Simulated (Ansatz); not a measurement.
Structure relaxation, P

The start is a generated cell, P built in the beta-W structure type. The cell and all atomic positions are relaxed at zero pressure with r2SCAN (plane waves to 500 eV, PAW, scalar-relativistic; Ansatz, a program for electronic structure). The first steps use a coarse 5×5×5 k-mesh.

Initial structure:
```yaml
crystal:
  lattice:
    - [4.92056, 0.00000, 0.00000]
    - [0.00000, 4.92056, 0.00000]
    - [0.00000, 0.00000, 4.92056]
  atoms:
    - { symbol: P, position: [0.25000, 0.00000, 0.50000] }
    - { symbol: P, position: [0.75000, 0.00000, 0.50000] }
    - { symbol: P, position: [0.00000, 0.50000, 0.25000] }
    - { symbol: P, position: [0.00000, 0.50000, 0.75000] }
    - { symbol: P, position: [0.50000, 0.25000, 0.00000] }
    - { symbol: P, position: [0.50000, 0.75000, 0.00000] }
    - { symbol: P, position: [0.00000, 0.00000, 0.00000] }
    - { symbol: P, position: [0.50000, 0.50000, 0.50000] }
```

### Question
How do the shortest distances between atoms change?

### Answer
The closest pairs of elements (up to four, under 3.6 Å), start → end: P–P 2.46 → 2.46 Å.

### Question
What band gap does the relaxed structure have at this level?

### Answer
No gap (metallic).

### Question
What does it relax into? Give the structure.

### Answer

```cif
data_P8
_chemical_formula_sum 'P8'
_space_group_name_H-M_alt 'Pm-3n'
_space_group_IT_number 223
_space_group_name_Hall '-P 4n 2 3'
_cell_length_a 4.91761
_cell_length_b 4.91761
_cell_length_c 4.91761
_cell_angle_alpha 90.000
_cell_angle_beta 90.000
_cell_angle_gamma 90.000
loop_
_atom_site_label
_atom_site_type_symbol
_atom_site_symmetry_multiplicity
_atom_site_Wyckoff_symbol
_atom_site_fract_x
_atom_site_fract_y
_atom_site_fract_z
_atom_site_occupancy
P1 P 6 c 0.00000 0.50000 0.25000 1
P2 P 2 a 0.00000 0.00000 0.00000 1
```

The space group stays Pm-3n (No. 223) (the run could not lower it), with 8 atoms in the primitive cell. Final values are on a 10×10×10 k-mesh of the relaxed cell. No spin polarisation in the result.

The run could not lose the symmetry of its start: the end is stationary, and may be a saddle point rather than a minimum.

All atoms sit on sites fixed by symmetry, so only the cell could relax.

The relaxed structure here is a generated cell of P: the first start was made by placing the elements on the sites of a structure type, and the end was not matched to a known phase here, so it may be hypothetical. Known forms of P include space group No. 64.
